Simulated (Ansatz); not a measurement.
# Trajectory cell Si53C11 of diamond Si alloyed with C

The calculation used DFT, PBEsol, PAW, plane waves in Ansatz 0.2.0.

Command:

```sh
ansatz run in.yaml --threads 1 --pin off --max-ram 30400MiB --runs-dir r --events-out ev --progress --plain --backend cuda --devices 0, --max-vram 18GiB
```

The input less its lattice and atoms:

```yaml
accuracy: low
crystal:
  symmetry: { detect: false }
kpoints:
  mp_grid: { grid: [1, 1, 1], shift: [0.25, 0.25, 0.25] }
hamiltonian:
  xc: pbesol
scf:
  occupations: { method: fermi_dirac, width: 0.1 }
md:
  ensemble: nvt_langevin
  timestep: 2.5
  n_steps: 240
  temperature: 600
  temperature_schedule: [{ n_steps: 120, end_temperature: 600 }, { n_steps: 120, end_temperature: 600 }]
  friction: 0.02
  initial_velocities: maxwell_boltzmann
  seed: 1
```

Start:

```
Si C
1.0
    10.25740    0.00000    0.00000
     0.00000   10.25740    0.00000
     0.00000    0.00000   10.25740
Si C
53 11
Direct
  0.00101 0.00254 0.99868
  0.99720 0.50264 0.99967
  0.00062 0.50152 0.49837
  0.49935 0.00092 0.00306
  0.49973 0.50083 0.99745
  0.50313 0.49495 0.49945
  0.12673 0.12687 0.12867
  0.12644 0.12320 0.62415
  0.62660 0.12131 0.12587
  0.62423 0.12658 0.62179
  0.62356 0.62630 0.12662
  0.62254 0.62984 0.62510
  0.24788 0.25191 0.00104
  0.25069 0.24857 0.49979
  0.24862 0.75078 0.99861
  0.24601 0.75187 0.50302
  0.74891 0.24956 0.99626
  0.74826 0.24906 0.49705
  0.75011 0.74732 0.00188
  0.37527 0.37539 0.12093
  0.37236 0.87133 0.12518
  0.37384 0.87662 0.62741
  0.87245 0.37472 0.12080
  0.87510 0.37231 0.62446
  0.87286 0.87433 0.12224
  0.87548 0.87262 0.62420
  0.24966 0.99934 0.25086
  0.25192 0.49975 0.24863
  0.25091 0.50255 0.75007
  0.75190 0.00204 0.25060
  0.75008 0.50021 0.25314
  0.74847 0.50129 0.75052
  0.37628 0.12137 0.37819
  0.37506 0.12865 0.87433
  0.37794 0.62696 0.37026
  0.87686 0.12510 0.37267
  0.87349 0.12341 0.87322
  0.87596 0.62265 0.37493
  0.87341 0.62319 0.87224
  0.99923 0.24610 0.25009
  0.00231 0.24986 0.75069
  0.00253 0.74892 0.25067
  0.99701 0.74986 0.75080
  0.49992 0.24987 0.75137
  0.49712 0.74782 0.74989
  0.12856 0.37252 0.37456
  0.12575 0.37602 0.87423
  0.12393 0.87390 0.37658
  0.12694 0.87501 0.87371
  0.62474 0.37457 0.37542
  0.62542 0.37620 0.87600
  0.62371 0.87216 0.37479
  0.62573 0.87423 0.87711
  0.00323 0.99858 0.50101
  0.49946 0.99713 0.49983
  0.12642 0.62230 0.12454
  0.12395 0.62195 0.62154
  0.75324 0.74878 0.49832
  0.37503 0.37433 0.62716
  0.25018 0.99873 0.74884
  0.74778 0.00076 0.75101
  0.37505 0.62513 0.87133
  0.50219 0.24848 0.25040
  0.49970 0.75154 0.25090
```

Some of the steps:

```tsv
step	free energy without the kinetic part, less step 0 (eV)	temperature (K)	largest force component (eV/Å)
0	0.000	591	4.79
5	-7.923	1329	3.32
10	-15.782	1841	2.24
15	-12.091	893	4.22
20	-11.325	763	2.90
25	-12.906	883	2.52
30	-13.408	746	2.47
35	-13.201	793	2.78
40	-13.532	688	2.86
45	-14.807	708	2.19
50	-14.799	610	2.78
55	-14.485	561	2.51
60	-14.956	566	2.28
65	-15.751	735	2.25
70	-15.579	694	2.17
75	-15.179	601	3.21
80	-15.797	625	2.37
85	-15.677	613	2.33
90	-15.343	640	2.37
95	-15.374	518	2.24
100	-15.610	524	2.27
105	-16.150	810	2.16
110	-14.839	533	2.56
115	-15.123	597	2.56
120	-14.685	511	3.25
125	-15.061	527	2.46
130	-15.929	664	1.92
135	-15.394	678	2.51
140	-15.289	676	3.00
145	-15.044	631	2.55
150	-14.548	489	2.45
155	-14.880	573	2.41
160	-15.232	643	2.68
165	-14.771	602	2.76
170	-14.345	562	2.68
175	-15.356	626	2.10
180	-14.931	690	2.72
185	-15.025	793	2.45
190	-14.298	614	2.46
195	-14.375	629	3.27
200	-14.840	674	2.86
205	-14.541	678	2.85
210	-14.855	724	2.42
215	-14.667	707	2.47
220	-14.602	706	2.76
225	-14.481	704	2.92
230	-14.826	668	3.19
235	-15.501	654	2.31
240	-14.703	625	2.87
```

Structure at step 120 of the program's count:

```xyz
64
Lattice="10.2574 0.0000 0.0000 0.0000 10.2574 0.0000 0.0000 0.0000 10.2574" Properties=species:S:1:pos:R:3 pbc="T T T"
Si   10.2165   10.0481    9.8468
Si    0.1975    5.2155    0.2474
Si    0.0365    5.4057    5.1609
Si    5.2078    0.1439    0.0559
Si    5.0742    5.3102    9.9668
Si    4.9277    4.9945    5.1775
Si    0.9362    1.0638    1.3681
Si    1.4003    1.0137    6.4771
Si    6.3754    1.4537    1.6065
Si    6.3392    0.9271    6.4210
Si    6.1260    6.6509    1.6672
Si    6.5286    6.6074    6.3094
Si    2.4144    2.3262    0.2407
Si    2.8709    2.7334    5.2332
Si    2.6827    7.3236    9.9757
Si    2.4297    7.5301    5.1609
Si    7.5749    2.5201    0.0221
Si    7.7242    2.3173    5.0347
Si    7.6369    7.5185    0.0127
Si    3.9880    3.7996    1.3144
Si    3.9517    8.7502    1.3507
Si    3.7442    9.1942    6.3115
Si    8.8494    4.0287    1.4091
Si    9.1148    3.8078    6.2234
Si    8.9161    8.9380    1.0483
Si    8.8509    9.0283    6.1300
Si    2.5615   10.1049    2.5447
Si    2.4702    5.5221    2.2554
Si    2.6729    5.2959    7.4133
Si    7.6380   10.0677    2.6597
Si    7.3364    5.0592    2.9288
Si    7.9387    5.1783    7.5294
Si    4.1721    1.2094    4.0511
Si    3.7577    1.1895    8.8065
Si    3.8733    6.5831    3.6907
Si    9.3225    0.8697    3.9904
Si    8.5293    0.9110    8.7566
Si    8.8314    6.7136    3.8402
Si    9.2277    6.4072    8.8615
Si   10.1698    2.6585    2.6721
Si   10.1188    2.3977    7.7807
Si    0.1321    7.6588    2.1685
Si    0.1972    7.7242    7.2895
Si    4.7912    2.7069    7.3649
Si    4.8726    7.6480    7.5751
Si    1.4232    3.9928    3.8209
Si    1.4060    3.9431    9.0857
Si    1.0042    8.9175    3.9215
Si    1.6103    8.9608    8.6541
Si    6.0723    3.3558    3.9426
Si    6.3211    3.9267    8.6082
Si    6.3188    8.6870    3.9972
Si    6.4473    8.8317    8.7338
C     0.0420   10.0666    5.2767
C     5.2166   10.0660    5.1826
C     1.4578    6.4166    1.0145
C     1.3937    6.2298    6.3296
C     7.6530    7.8141    5.0164
C     3.7132    4.0912    6.4297
C     2.7539    0.0159    7.5569
C     7.5442    9.9983    7.4560
C     3.8742    6.3763    8.8223
C     5.2047    2.3460    2.5165
C     5.0106    7.7565    2.7771
```

End:

```xyz
64
Lattice="10.2574 0.0000 0.0000 0.0000 10.2574 0.0000 0.0000 0.0000 10.2574" Properties=species:S:1:pos:R:3 pbc="T T T"
Si   10.1654    0.2278   10.1866
Si    0.0051    5.3758    0.1282
Si   10.2008    5.6448    5.3993
Si    5.0397    0.1006   10.2310
Si    4.7318    5.4818   10.0986
Si    4.7373    5.2210    5.2168
Si    1.0940    1.3108    1.4907
Si    1.2046    1.0986    6.5103
Si    6.0458    1.4837    1.6537
Si    6.1269    1.0410    6.3730
Si    5.9008    6.7512    1.5099
Si    6.2762    6.7798    6.1525
Si    2.3599    2.5732    0.0024
Si    2.8345    2.8781    5.4334
Si    2.4721    7.4784   10.1541
Si    2.3254    7.7006    5.4055
Si    7.6403    2.5809    0.3669
Si    7.3869    2.6358    5.0799
Si    7.4984    7.7875    0.1487
Si    3.8042    3.7292    1.3601
Si    3.7786    8.7371    1.5371
Si    3.6698    9.3421    6.3543
Si    8.9509    4.0907    1.4575
Si    8.9827    3.8793    6.1524
Si    8.9948    8.9346    1.2759
Si    8.5170    9.1355    6.2316
Si    2.6289    0.0329    2.9258
Si    2.2863    5.2997    2.3635
Si    2.5191    5.3689    7.5086
Si    7.6249   10.2052    2.4623
Si    7.3975    5.3818    2.8028
Si    7.7185    5.2731    7.4707
Si    3.9658    1.5326    3.9161
Si    3.5944    1.1905    8.7969
Si    3.6650    6.6617    3.7357
Si    8.8992    1.1820    4.0095
Si    8.5097    1.1681    9.0967
Si    8.6491    6.8352    4.1021
Si    8.8855    6.5814    8.9997
Si   10.1716    2.7864    2.8696
Si   10.1759    2.3639    7.9031
Si    0.0971    7.5163    2.4905
Si   10.2462    7.7007    7.6197
Si    4.7434    2.9606    7.5645
Si    4.8140    7.6722    7.7187
Si    1.2876    4.0577    4.1403
Si    1.3187    3.9973    8.9679
Si    0.7901    9.2133    4.2052
Si    1.3873    9.1585    8.8739
Si    5.8450    3.7698    3.8384
Si    6.3136    4.1003    9.1184
Si    6.0308    8.9642    3.9350
Si    6.3772    9.1485    8.7936
C     9.8664    0.0442    5.1460
C     5.0442   10.2325    5.1448
C     1.2946    6.3380    1.1223
C     1.1939    6.4301    6.5750
C     7.2762    8.0550    5.0671
C     3.6048    4.2061    6.5724
C     2.5868    0.0541    7.5647
C     7.4232   10.1544    7.6176
C     3.5271    6.5283    8.8190
C     4.8855    2.5118    2.6479
C     4.8042    7.7939    2.8254
```

The run ended as planned.

Time: 7.9 min of wall time on one NVIDIA H100 with 1 processor threads, on a host shared with other runs; peak host memory 1.3 GiB.
